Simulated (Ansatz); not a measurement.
ZrTi in space group P-6m2 (No. 187; Zr on 1a, Ti on 1d), the program Ansatz at the r²SCAN level (PAW), all energies at zero smearing, with the estimated change up to a 700 eV cutoff added, with one set of potentials and settings (totals compare only within such a set). Cell of 2 atoms (1 Zr, 1 Ti): -6699.228 eV.

| element | reference phase | E (eV/atom) |
|---|---|---|
| Zr | P6_3/mmc, 2 atoms in the cell | -4195.0260 |
| Ti | P6/mmm, 3 atoms in the cell | -2504.3896 |

Formation energy per atom, worked out: (-6699.228 − 1×(-4195.0260) − 1×(-2504.3896))/2 = 0.094 eV/atom (9 kJ per mol of atoms), at 0 K, without zero-point energy or fitted corrections.

The first step of the workflow began from a Materials Project structure, measured or hypothetical; the Crystallography Open Database copy checked does not list it. With Zr and Ti taken as one species the cell has the higher symmetry P6_3/mmc, so it may be an ordered model of a mixed-site phase. Whether it is the stable phase at ambient conditions was not checked. The cell was relaxed with r²SCAN under the symmetry of its start; whether a distortion lowers the energy is not shown. No spin polarisation was allowed. The references are the lowest solids computed at this level, not always the standard phases.

Potentials: the later of the program's two PAW sets.
